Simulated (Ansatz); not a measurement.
Bulk crystal (Cs) after relaxation:

```xyz
1
Lattice="-3.0790 3.0790 3.0790 3.0790 -3.0790 3.0790 3.0790 3.0790 -3.0790" Properties=species:S:1:pos:R:3 pbc="T T T"
Cs    0.0000    0.0000    0.0000
```

Miller indices refer to the conventional cell of Im-3m (No. 229), a = 6.158 Å, b = 6.158 Å, c = 6.158 Å, α = 90.00°, β = 90.00°, γ = 90.00°.

Consider the (110) slab of 3 planes, 8.7 Å thick with 15 Å of vacuum as cut; outer planes Cs (top) and Cs (bottom), all atoms relaxed.

All numbers below come from DFT PBE, scalar-relativistic, plane waves, PAW (Ansatz 0.2.0). Plane waves to 420 eV, a k mesh through Γ of 7×7×1 on the computed 3-atom cell and Gaussian smearing (0.10 eV); no spin polarisation. A dipole correction removes the field between periodic images along c.

The surface energy is small: either the cut is weakly bound (this functional has no dispersion correction), or the bulk reference is not the lowest structure.

**Question.** Give the surface energy (mean of both faces).

**Answer.** 0.06 J/m².

**Question.** Give the work function.

**Answer.** 2.06 eV.

**Question.** The top two planes lie 4.354 Å apart in the bulk. How does relaxation change this?

**Answer.** The spacing becomes 4.354 Å (0.0 %).

Spin-orbit coupling is left out, which matters for the bands of heavy elements. In some of the runs charge leaks into the vacuum, so their work functions can be off.